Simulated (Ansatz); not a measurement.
Ti₄SnS₈ in space group P-3m1 (No. 164; Pearson symbol hP13), plane-wave PAW PBE (Ansatz code), all energies at zero smearing, with the estimated change up to a 700 eV cutoff added, with one set of potentials and settings (totals compare only within such a set). Cell of 13 atoms (4 Ti, 8 S, 1 Sn): -23255.498 eV.

| element | reference phase | E (eV/atom) |
|---|---|---|
| Ti | P6/mmm, 3 atoms in the cell | -2499.6763 |
| S | Fddd, 32 atoms in the cell | -902.0602 |
| Sn | Fd-3m, 2 atoms in the cell | -6024.2887 |

Formation energy per atom, worked out: (-23255.498 − 4×(-2499.6763) − 8×(-902.0602) − 1×(-6024.2887))/13 = -1.232 eV/atom (-119 kJ per mol of atoms), at 0 K, without zero-point energy or fitted corrections.

The start of the workflow was typed in or built on a structure type; neither database checked (COD, Materials Project) lists it. Its standing as an ambient phase is unchecked. Symmetry was held in the PBE relaxation; its stability against distortions is not shown here. The workflow began spin-polarised and lost its moments. The references are the lowest solids computed at this level, not always the standard phases. Scalar-relativistic: spin–orbit coupling is off unless named, which matters more the heavier the elements.

Potentials: the earlier of the program's two PAW sets.
